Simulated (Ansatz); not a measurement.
A relaxation computed with Ansatz, from input to last step.

```yaml
crystal:
  lattice:
    - [4.6053547584, 0.0, 0.0]
    - [0.0, 4.6053547584, 0.0]
    - [0.0, 0.0, 4.6053547584]
  atoms:
    - { symbol: Sc, position: [0.0, 0.5, 0.5] }
    - { symbol: Sc, position: [0.5, 0.0, 0.5] }
    - { symbol: Sc, position: [0.5, 0.5, 0.0] }
    - { symbol: Re, position: [0.0, 0.0, 0.0] }
    - { symbol: Bi, position: [0.5, 0.5, 0.5] }
basis:
  ecutwfc: 500
kpoints:
  mp_grid: { grid: [4, 4, 4] }
hamiltonian:
  xc: r2scan
scf:
  occupations: { method: gaussian, width: 0.1 }
  lower_state_search: "off"
output:
  forces: true
  stress: true
  eigenvalues: true
relax:
  adjacent_minimum: "off"
  f_tol: 0.04
  max_steps: 70
  cell: { stress_tol: 0.4 }
```

```bash
ansatz run input.yaml --threads 1 --pin off --max-ram 2560MiB --backend cpu --events-out ev --progress --plain --runs-dir out
```

Computed with DFT r2SCAN, scalar-relativistic, plane waves, PAW (Ansatz).

Of 6 frames 6 are shown, positions in Å and forces in eV/Å; the SCF threshold varies from step to step. Steps run on the plane waves of an earlier cell, with a Pulay correction in the pressure. The basis is chosen afresh for the last frame, the zero of the energies, and at times for earlier ones too; energy and pressure can step there, also at an unchanged geometry. Here that happened at step 6 (-5 meV/atom, 0.0 GPa); frames between the last choice of the basis and such a step carry an error that grows, as the cell changes, to that size.

```xyz
5
Lattice="4.6054 0.0000 0.0000 0.0000 4.6054 0.0000 0.0000 0.0000 4.6054" Properties=species:S:1:pos:R:3:forces:R:3 pbc="T T T" step=1 free_energy_over_end_meV_per_atom=1044.83 pressure_GPa=51.28
Sc    0.0000    2.3027    2.3027    0.0000    0.0000    0.0000
Sc    2.3027    0.0000    2.3027    0.0000    0.0000    0.0000
Sc    2.3027    2.3027    0.0000    0.0000    0.0000    0.0000
Re    0.0000    0.0000    0.0000    0.0000    0.0000    0.0000
Bi    2.3027    2.3027    2.3027    0.0000    0.0000    0.0000
5
Lattice="4.8299 0.0000 0.0000 0.0000 4.8299 0.0000 0.0000 0.0000 4.8299" Properties=species:S:1:pos:R:3:forces:R:3 pbc="T T T" step=2 free_energy_over_end_meV_per_atom=367.85 pressure_GPa=23.94
Sc    0.0000    2.4149    2.4149    0.0000    0.0000    0.0000
Sc    2.4149    0.0000    2.4149    0.0000    0.0000    0.0000
Sc    2.4149    2.4149    0.0000    0.0000    0.0000    0.0000
Re    0.0000    0.0000    0.0000    0.0000    0.0000    0.0000
Bi    2.4149    2.4149    2.4149    0.0000    0.0000    0.0000
5
Lattice="5.0590 0.0000 0.0000 0.0000 5.0590 0.0000 0.0000 0.0000 5.0590" Properties=species:S:1:pos:R:3:forces:R:3 pbc="T T T" step=3 free_energy_over_end_meV_per_atom=59.24 pressure_GPa=7.35
Sc    0.0000    2.5295    2.5295    0.0000    0.0000    0.0000
Sc    2.5295    0.0000    2.5295    0.0000    0.0000    0.0000
Sc    2.5295    2.5295    0.0000    0.0000    0.0000    0.0000
Re    0.0000    0.0000    0.0000    0.0000    0.0000    0.0000
Bi    2.5295    2.5295    2.5295    0.0000    0.0000    0.0000
5
Lattice="5.1754 0.0000 0.0000 0.0000 5.1754 0.0000 0.0000 0.0000 5.1754" Properties=species:S:1:pos:R:3:forces:R:3 pbc="T T T" step=4 free_energy_over_end_meV_per_atom=9.15 pressure_GPa=1.84
Sc    0.0000    2.5877    2.5877    0.0000    0.0000    0.0000
Sc    2.5877    0.0000    2.5877    0.0000    0.0000    0.0000
Sc    2.5877    2.5877    0.0000    0.0000    0.0000    0.0000
Re    0.0000    0.0000    0.0000    0.0000    0.0000    0.0000
Bi    2.5877    2.5877    2.5877    0.0000    0.0000    0.0000
5
Lattice="5.2255 0.0000 0.0000 0.0000 5.2255 0.0000 0.0000 0.0000 5.2255" Properties=species:S:1:pos:R:3:forces:R:3 pbc="T T T" step=5 free_energy_over_end_meV_per_atom=5.05 pressure_GPa=-0.07
Sc    0.0000    2.6128    2.6128    0.0000    0.0000    0.0000
Sc    2.6128    0.0000    2.6128    0.0000    0.0000    0.0000
Sc    2.6128    2.6128    0.0000    0.0000    0.0000    0.0000
Re    0.0000    0.0000    0.0000    0.0000    0.0000    0.0000
Bi    2.6128    2.6128    2.6128    0.0000    0.0000    0.0000
5
Lattice="5.2255 0.0000 0.0000 0.0000 5.2255 0.0000 0.0000 0.0000 5.2255" Properties=species:S:1:pos:R:3:forces:R:3 pbc="T T T" step=6 free_energy_over_end_meV_per_atom=0.00 pressure_GPa=-0.06
Sc    0.0000    2.6128    2.6128    0.0000    0.0000    0.0000
Sc    2.6128    0.0000    2.6128    0.0000    0.0000    0.0000
Sc    2.6128    2.6128    0.0000    0.0000    0.0000    0.0000
Re    0.0000    0.0000    0.0000    0.0000    0.0000    0.0000
Bi    2.6128    2.6128    2.6128    0.0000    0.0000    0.0000
```

The start puts this composition into another compound's structure type, which needn't suit it. The cell swells from 19.5 to 28.5 Å³ an atom, so the end can be far from any stable crystal. At the end the space group is Pm-3m (tolerance 0.05 Å).

The run took 59 s on 1 thread of Arm Neoverse V1 (shared host), peak memory 0.71 GiB.

The k mesh is coarse. Spin–orbit coupling is left out, which can shift energies with elements as heavy as these.